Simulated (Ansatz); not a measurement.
Consider the following.

H4BrN:
```cif
data_H4BrN
_chemical_formula_sum 'H4 Br1 N1'
_space_group_name_H-M_alt 'P 1'
_space_group_IT_number 1
_cell_length_a 4.00135
_cell_length_b 4.00135
_cell_length_c 4.00135
_cell_angle_alpha 90.000
_cell_angle_beta 90.000
_cell_angle_gamma 90.000
loop_
_space_group_symop_operation_xyz
  'x, y, z'
loop_
_atom_site_label
_atom_site_type_symbol
_atom_site_fract_x
_atom_site_fract_y
_atom_site_fract_z
_atom_site_occupancy
H1 H 0.14877 0.14877 0.85123 1
H2 H 0.14877 0.85123 0.14877 1
H3 H 0.85123 0.85123 0.85123 1
H4 H 0.85123 0.14877 0.14877 1
Br1 Br 0.50000 0.50000 0.50000 1
N1 N 0.00000 0.00000 0.00000 1
```

This is the r²SCAN+D4-relaxed structure.

Question: All from r²SCAN+D4 in the plane-wave PAW code Ansatz, unless another level is named. Estimate the gap with spin–orbit coupling.

Answer: 4.73 eV.

Question: And the smallest direct gap on the standard path?

Answer: 4.89 eV.

Question: Predict the weight of the conduction-edge state by species (Voronoi cells).

Answer: H 74 %, Br 16 %, N 10 %.

Space group P-43m. The first step of the workflow began from a Materials Project structure, measured or hypothetical; the Crystallography Open Database files this formula in space group No. 215, but the cells were not matched. Its standing as an ambient phase is unchecked. Symmetry was held in the r²SCAN+D4 relaxation; phonons on a q-mesh show no instability. Spin–orbit coupling is left out wherever it is not named.

Potentials: the later of the program's two PAW sets.
